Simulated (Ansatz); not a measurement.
PtCl₂:
```xyz
6
Lattice="3.4659 0.0000 0.0000 0.0000 10.5949 0.0000 0.0000 0.0000 3.4084" Properties=species:S:1:pos:R:3 pbc="T T T"
Pt     0.0000     0.0000     1.7042
Pt     1.7330     5.2975     0.0000
Cl     3.2525     9.0916     0.0000
Cl     0.2135     1.5033     0.0000
Cl     1.5195     6.8008     1.7042
Cl     1.9464     3.7941     1.7042
```

Cartesian axes are those of the cell as given.

Q: Give the high-frequency dielectric tensor and the Born effective charge tensors of the independent atoms from DFPT, LDA (plane waves, PAW; program Ansatz).

A: 
ε∞:
```
4.75  0.00  0.00
0.00  5.94  0.00
0.00  0.00  8.11
```
Z* of atom 1 (Pt), rows: field, columns: displacement, in e:
```
0.14  0.01  0.00
0.16  0.62  0.00
0.00  0.00  2.51
```
Z* of atom 3 (Cl), rows: field, columns: displacement, in e:
```
-0.07   0.03   0.00
-0.01  -0.31   0.00
 0.00   0.00  -1.26
```

Static charges for comparison (Bader): Pt1 +0.50, Cl3 -0.25 e. Born charges measure polarisation by displacement and can exceed these by far.

Space group Pnnm. The first step of the workflow began from a Materials Project structure, measured or hypothetical; the Crystallography Open Database copy checked does not list it. COD files the formula under space group No. 166. Its standing as an ambient phase is unchecked. The cell was relaxed with LDA under the symmetry of its start; its stability against distortions is not shown here. The run is not spin-polarised. A crystal of weakly bound chains computed without a dispersion correction: the cell and the soft elastic constants depend strongly on that. Spin–orbit coupling is left out wherever it is not named.

Potentials: the later of the program's two PAW sets.
